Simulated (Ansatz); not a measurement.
Total density of states per atom from the program Ansatz at the LDA level (PAW), in 0.25 eV bins, energy from the Fermi level:

(E (eV), states/eV/atom): (-3.70, 0.00); (-3.45, 0.08); (-3.20, 0.13); (-2.95, 0.17); (-2.70, 0.20); (-2.45, 0.23); (-2.20, 0.25); (-1.95, 0.27); (-1.70, 0.29); (-1.45, 0.31); (-1.20, 0.34); (-0.95, 0.35); (-0.70, 0.38); (-0.45, 0.41); (-0.20, 0.47); (0.05, 0.51); (0.30, 0.48); (0.55, 0.44); (0.80, 0.42); (1.05, 0.42); (1.30, 0.42); (1.55, 0.41); (1.80, 0.33); (2.05, 0.29); (2.30, 0.23); (2.55, 0.13); (2.80, 0.11); (3.05, 0.10); (3.30, 0.27); (3.55, 0.55); (3.80, 0.92); (4.05, 0.41); (4.30, 0.47); (4.55, 0.43); (4.80, 0.56)

Problem. Pick the material that matches.
A. Li, dhcp (α-La type)
B. Nd, dhcp (α-La type)
C. LiAuO2, I4_122 (Li on 4a, Au on 4b, O on 8f)
D. Sm, dhcp (α-La type)

Solution. A, Li, dhcp (α-La type). Within 0.5 eV of the Fermi level: Li 2s 64 %, outside the projected shells 35 %. Projections are on Löwdin-orthogonalised atomic valence shells; empty p or d shells of many metals are not among them.

Space group P6_3/mmc (dhcp (α-La type)). The workflow started from a Materials Project entry (that database holds measured and hypothetical structures alike); the Crystallography Open Database files this formula in space group No. 194, but the cells were not matched. It is not the phase usual at ambient conditions (space group No. 229). The LDA relaxation kept the symmetry of its start; whether a distortion lowers the energy is not shown.

Potentials: the later of the program's two PAW sets.
